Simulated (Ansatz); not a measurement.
Ansatz (an electronic-structure program) input:

Ansatz 0.2 input:
```yaml
crystal:
  lattice:
    - [-3.1591414429, 3.1591414429, 2.8042695967]
    - [3.1591414429, -3.1591414429, 2.8042695967]
    - [3.1591414429, 3.1591414429, -2.8042695967]
  atoms:
    - { symbol: Mg, position: [0.6823062259, 0.8176937741, 0.5] }
    - { symbol: Mg, position: [0.3176937741, 0.1823062259, 0.5] }
    - { symbol: Mg, position: [0.8176937741, 0.3176937741, 0.1353875482] }
    - { symbol: Mg, position: [0.1823062259, 0.6823062259, 0.8646124518] }
    - { symbol: Pt, position: [0.25, 0.25, 0.0] }
    - { symbol: Pt, position: [0.75, 0.75, 0.0] }
kpoints:
  mp_grid: { grid: [7, 7, 7] }
  band_path:
    path:
      - [[0.0, 0.0, 0.0], [0.0, 0.0, 0.5], [-0.5, 0.5, 0.5], [0.0, 0.0, 0.0], [0.4469887362, 0.4469887362, -0.4469887362]]  # Γ-X-M-Γ-Z
      - [[-0.4469887362, 0.5530112638, 0.4469887362], [-0.5, 0.5, 0.5]]  # Z_0-M
      - [[0.0, 0.0, 0.5], [0.25, 0.25, 0.25], [0.0, 0.5, 0.0], [0.0, 0.0, 0.0]]  # X-P-N-Γ
    npoints: 9
basis: { xc_grid: 2 }
hamiltonian:
  xc: pbesol
  pseudopotentials: { kind: paw }
magnetization: { noncollinear: true, spin_orbit: true }
scf:
  n_extra_bands: 12
  convergence: { dr2_threshold: 0.0000000001 }
  occupations: { method: gaussian, width: 0.05 }
output: { eigenvalues: true }
```

Output (shortened):

```
Pseudopotential: Mg, paw_fr, valence charge 10
Pseudopotential: Pt, paw_fr, valence charge 18
Functional definition: PBEsol
non-collinear run that drives no moment, with spin-orbit …
Crystal: 6 atoms, lattice volume = 111.948 Å³
Basis set: ecut = 420 eV, 2193 PW (Γ), exchange–correlation on 72×72×72 points (8 copies of the dense FFT grid, shifted against one another)
Bands: 88, of which v1, the nominal top of the filled ones, is band 76 counted from 1 (75 counted from 0)
Symmetry: 16 space group operations + 16 with time reversal
k-points: 40 of 343
Projection manifold: j_resolved (fully-relativistic pseudo-atomic orbitals)
SCF iter   1: F=—  HF=-32495.497442 eV  |F-HF|=—  |Δ(HF+E_count)|=         —  Δρ=1.56e-1  dr2=4.57e1  dr2_m=0.00e0 (ungated)  ethr=3.10e-3  |M|=0.00e0 ∫|m|=0.00e0 μB  |m|>n=0.0e0 m-floor=0.0e0 τ_xc=0.0e0  β_m=0.30  ⟨swp⟩=8.6  Hψ=8217  notcnv=0  defer=14
preconditioner: auto → Kerker (q_TF=auto, 2.558 Å⁻¹)
spin=Noncollinear: Kerker preconditioning applied to the charge; magnetization (m_x, m_y, m_z) channels mix plain (no charge-response kernel on spin).
SCF iter   2: F=—  HF=-32488.956364 eV  |F-HF|=—  |Δ(HF+E_count)|=    6.54e0  Δρ=6.23e-2  dr2=6.40e0  dr2_m=0.00e0 (ungated)  ethr=3.10e-3  |M|=0.00e0 ∫|m|=0.00e0 μB  |m|>n=0.0e0 m-floor=0.0e0 τ_xc=0.0e0  β_m=0.39  ⟨swp⟩=3.0  Hψ=3586  notcnv=0  defer=184
preconditioner: auto → Resta (q_TF=auto, 2.558 Å⁻¹)
spin=Noncollinear: Resta preconditioning applied to the charge; magnetization (m_x, m_y, m_z) channels mix plain (no charge-response kernel on spin).
SCF iter   3: F=—  HF=-32487.793005 eV  |F-HF|=—  |Δ(HF+E_count)|=    1.16e0  Δρ=1.70e-2  dr2=2.40e-1  dr2_m=0.00e0 (ungated)  ethr=3.10e-3  |M|=0.00e0 ∫|m|=0.00e0 μB  |m|>n=0.0e0 m-floor=0.0e0 τ_xc=0.0e0  β_m=0.69  ⟨swp⟩=2.2  Hψ=2692  notcnv=0  defer=182
SCF iter   4: F=—  HF=-32487.860044 eV  |F-HF|=—  |Δ(HF+E_count)|=   6.70e-2  Δρ=8.22e-3  dr2=1.43e-1  dr2_m=0.00e0 (ungated)  ethr=3.16e-4  |M|=0.00e0 ∫|m|=0.00e0 μB  |m|>n=0.0e0 m-floor=0.0e0 τ_xc=0.0e0  β_m=0.68  ⟨swp⟩=3.0  Hψ=2588  notcnv=0  defer=184
SCF iter   5: F=—  HF=-32487.836667 eV  |F-HF|=—  |Δ(HF+E_count)|=   2.34e-2  Δρ=3.57e-3  dr2=3.04e-2  dr2_m=0.00e0 (ungated)  ethr=1.88e-4  |M|=0.00e0 ∫|m|=0.00e0 μB  |m|>n=0.0e0 m-floor=0.0e0 τ_xc=0.0e0  β_m=0.84  ⟨swp⟩=2.0  Hψ=2178  notcnv=0  defer=182
SCF iter   6: F=—  HF=-32487.830525 eV  |F-HF|=—  |Δ(HF+E_count)|=   6.14e-3  Δρ=6.26e-4  dr2=1.14e-3  dr2_m=0.00e0 (ungated)  ethr=4.00e-5  |M|=0.00e0 ∫|m|=0.00e0 μB  |m|>n=0.0e0 m-floor=0.0e0 τ_xc=0.0e0  β_m=0.87  ⟨swp⟩=2.0  Hψ=2259  notcnv=0  defer=182
SCF iter   7: F=—  HF=-32487.830206 eV  |F-HF|=—  |Δ(HF+E_count)|=   3.19e-4  Δρ=2.27e-4  dr2=1.56e-4  dr2_m=0.00e0 (ungated)  ethr=1.50e-6  |M|=0.00e0 ∫|m|=0.00e0 μB  |m|>n=0.0e0 m-floor=0.0e0 τ_xc=0.0e0  β_m=0.90  ⟨swp⟩=2.3  Hψ=2357  notcnv=0  defer=182
SCF iter   8: F=—  HF=-32487.830173 eV  |F-HF|=—  |Δ(HF+E_count)|=   3.27e-5  Δρ=9.79e-5  dr2=2.35e-5  dr2_m=0.00e0 (ungated)  ethr=2.06e-7  |M|=0.00e0 ∫|m|=0.00e0 μB  |m|>n=0.0e0 m-floor=0.0e0 τ_xc=0.0e0  β_m=0.94  ⟨swp⟩=2.0  Hψ=2067  notcnv=0  defer=182
SCF iter  12: F=-32487.830066 eV  HF=-32487.830066 eV  |F-HF|=7.28e-12  |Δ(HF+E_count)|=  2.91e-11  Δρ=7.16e-8  dr2=5.59e-12  dr2_m=0.00e0 (ungated)  ethr=1.00e-12  |M|=0.00e0 ∫|m|=0.00e0 μB  |m|>n=0.0e0 m-floor=0.0e0 τ_xc=0.0e0  ⟨swp⟩=9.7  Hψ=5028  notcnv=0
SCF 1 converged in 12 iterations: F = -32487.830066 eV  dr2 = 5.59e-12
NSCF: frozen V_eff on 75 k-points
SCF converged after 12 iterations
Magnetization: |M| = 0.0000 μB,  M = (+0.0000, +0.0000, +0.0000) μB
Absolute magnetization: 0.0000 μB (∫|m|)
  site 0: m = (+0.0000, +0.0000, +0.0000) μB, |m| = 0.0000 μB  (R = 1.12 Å)
  site 1: m = (+0.0000, +0.0000, +0.0000) μB, |m| = 0.0000 μB  (R = 1.12 Å)
  site 2: m = (+0.0000, +0.0000, +0.0000) μB, |m| = 0.0000 μB  (R = 1.12 Å)
  site 3: m = (+0.0000, +0.0000, +0.0000) μB, |m| = 0.0000 μB  (R = 1.12 Å)
  site 4: m = (+0.0000, +0.0000, +0.0000) μB, |m| = 0.0000 μB  (R = 1.12 Å)
  site 5: m = (+0.0000, +0.0000, +0.0000) μB, |m| = 0.0000 μB  (R = 1.12 Å)
Free energy (F): -32487.830066 eV
Harris-Foulkes:  -32487.830066 eV  (|F-HF|=7.28e-12)
Internal energy: -32487.827418 eV  (E = F + TS)
E sigma→0 (E₀):  -32487.828742 eV
Entropy (-TS):   -0.002647 eV (-0.441 meV/atom)
Fermi energy:    10.823206 eV
--- Per-component energies (eV) ---
  E_band       = -1922.747068
  E_kinetic    = 1583.579808
  E_local      = -10935.325474  (includes V_loc(G=0)·N_el)
  E_nonlocal   = 764.684741
  E_hartree    = 4050.266605
  E_xc         = -638.377981
  E_vxc        = -757.626854  (∫ρ·V_xc dr)
  E_paw        = -19808.106105  (= ΣΔE_a)
  E_vpaw       = -678.592936  (= ΣTr[D̂ρ^β])
  E_aug_tail   = 0.000304  (compensation charges beyond the density's cutoff)
  E_ewald      = -7505.369531
  E_core_change = 0.820215  (= ΣΔE_core)
  E_smearing   = -0.002647  (= −TS)
  E_closure    =  0.000000  (closes the sum)
  Σ components = -32487.830066   (vs F -32487.830066, Δ=0.00e0)
  [band-id]    e_kinetic+e_local+e_nonlocal+2·e_hartree+e_vxc+e_vpaw+e_augmentation_tail = -1922.747202   (vs E_band -1922.747068, Δ=-1.34e-4)
--- Band table (eV; the first three rows and the last of 40) ---
  k-point 0: bands = ["-87.3864", "-87.3864", "-87.3768", "-87.3768", "-64.3170", "-64.3170", "-64.3154", "-64.3154", "-64.3140", "-64.3140", "-64.3140", "-64.3140", "-52.7637", "-52.7637", "-52.7333", "-52.7333", "-37.8328", "-37.8328", "-37.7333", …
  k-point 1: bands = ["-87.3864", "-87.3864", "-87.3768", "-87.3768", "-64.3169", "-64.3169", "-64.3154", "-64.3154", "-64.3140", "-64.3140", "-64.3140", "-64.3140", "-52.7637", "-52.7637", "-52.7333", "-52.7333", "-37.8326", "-37.8326", "-37.7332", …
  k-point 2: bands = ["-87.3864", "-87.3864", "-87.3768", "-87.3768", "-64.3166", "-64.3166", "-64.3156", "-64.3156", "-64.3142", "-64.3142", "-64.3140", "-64.3140", "-52.7637", "-52.7637", "-52.7333", "-52.7333", "-37.8323", "-37.8323", "-37.7329", …
  k-point 39: bands = ["-87.3864", "-87.3864", "-87.3768", "-87.3768", "-64.3160", "-64.3160", "-64.3159", "-64.3159", "-64.3149", "-64.3149", "-64.3138", "-64.3138", "-52.7636", "-52.7636", "-52.7332", "-52.7332", "-37.8312", "-37.8312", "-37.7323", …
```

Cost: around 3 core-minutes (rough) on shared cores.

Space group I4/mcm. The first step of the workflow began from a Materials Project structure, measured or hypothetical; the Crystallography Open Database copy checked does not list it. Whether it is the stable phase at ambient conditions was not checked. The cell was relaxed with PBEsol under the symmetry of its start; whether a distortion lowers the energy is not shown. The run is not spin-polarised.

Potentials: the later of the program's two PAW sets.

Ansatz is a plane-wave DFT program.
